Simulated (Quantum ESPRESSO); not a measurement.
Inputs of pw.x and gipaw.x (a modified build of Quantum ESPRESSO, PBE) for KZnF3; the starting potential comes from an earlier run on another mesh:

```
&CONTROL
  calculation = 'scf'
  prefix = 'x'
  pseudo_dir = './pseudo'
  outdir = './out'
  tprnfor = .true.
/
&SYSTEM
  ibrav = 0
  nat = 5
  ntyp = 3
  ecutwfc = 45
  ecutrho = 180
  occupations = 'fixed'
  nbnd = 21
/
&ELECTRONS
  conv_thr = 1e-11
  startingpot = 'file'
/
ATOMIC_SPECIES
K 39.098 K.GGA_PBE-JTH.UPF
Zn 65.380 Zn.GGA_PBE-JTH.UPF
F 18.998 F.GGA_PBE-JTH.UPF
CELL_PARAMETERS angstrom
    4.050000000000     0.000000000000     0.000000000000
    0.000000000000     4.050000000000     0.000000000000
    0.000000000000     0.000000000000     4.050000000000
ATOMIC_POSITIONS crystal
K      0.000000000000     0.000000000000     0.000000000000
Zn     0.500000000000     0.500000000000     0.500000000000
F      0.500000000000     0.500000000000     0.000000000000
F      0.000000000000     0.500000000000     0.500000000000
F      0.500000000000     0.000000000000     0.500000000000
K_POINTS automatic
5 5 5 1 1 1
```

```
&INPUTGIPAW
  job = 'nmr'
  prefix = 'x'
  tmp_dir = './out/'
  restart_mode = 'from_scratch'
  pawproj(1) = .true.
  pawproj(2) = .true.
  pawproj(3) = .true.
  use_nmr_macroscopic_shape = .false.
/
```

The cell was made here from an entry of the Crystallography Open Database (unchecked): atoms relaxed with PBE in the measured cell (PBE without dispersion, pw.x of Quantum ESPRESSO, symmetry kept).  Stability against distortions was not tested.

### Question
Give the final section of the GIPAW output.

### Answer
```
     Total NMR chemical shifts in ppm: ---------------------------------------
     (adopting the Simpson convention for anisotropy and asymmetry)-----------

     Atom  1  K   pos: (  0.000000  0.000000  0.000000)  Total sigma:        1194.70
          1194.7031         -0.0000         -0.0000
            -0.0000       1194.7031         -0.0000
            -0.0000         -0.0000       1194.7031

     K       1    anisotropy:      0.00    eta:    0.0000
     K       1    sigma_11=   1194.70
     K       1    sigma_22=   1194.70
     K       1    sigma_33=   1194.70

     Atom  2  Zn  pos: (  0.500000  0.500000  0.500000)  Total sigma:        1778.02
          1778.0221         -0.0000         -0.0000
             0.0000       1778.0221         -0.0000
            -0.0000         -0.0000       1778.0221

     Zn      2    anisotropy:     -0.00    eta:    0.0000
     Zn      2    sigma_11=   1778.02
     Zn      2    sigma_22=   1778.02
     Zn      2    sigma_33=   1778.02

     Atom  3  F   pos: (  0.500000  0.500000  0.000000)  Total sigma:         329.62
           318.5413         -0.0000          0.0000
             0.0000        318.5413          0.0000
            -0.0000         -0.0000        351.7841

     F       3    anisotropy:     33.24    eta:    0.0000
     F       3    sigma_11=    318.54
     F       3    sigma_22=    318.54
     F       3    sigma_33=    351.78

     Atom  4  F   pos: (  0.000000  0.500000  0.500000)  Total sigma:         329.62
           351.7841          0.0000          0.0000
             0.0000        318.5413          0.0000
            -0.0000         -0.0000        318.5413

     F       4    anisotropy:     33.24    eta:    0.0000
     F       4    sigma_11=    318.54
     F       4    sigma_22=    318.54
     F       4    sigma_33=    351.78

     Atom  5  F   pos: (  0.500000  0.000000  0.500000)  Total sigma:         329.62
           318.5413          0.0000         -0.0000
             0.0000        351.7841          0.0000
            -0.0000         -0.0000        318.5413

     F       5    anisotropy:     33.24    eta:    0.0000
     F       5    sigma_11=    318.54
     F       5    sigma_22=    318.54
     F       5    sigma_33=    351.78
```
The printed anisotropy is 3/2 (σ_33 − σ_iso) in the program's own order; the axes are left out here. Anisotropies that symmetry doesn't fix are less certain than the isotropic values. These are absolute shieldings with no macroscopic susceptibility term; δ = σ_ref − σ needs a reference computed alike. In our sweeps, cutoffs and meshes of this size left a few ppm, and up to some 20 ppm on atoms from Zn on.
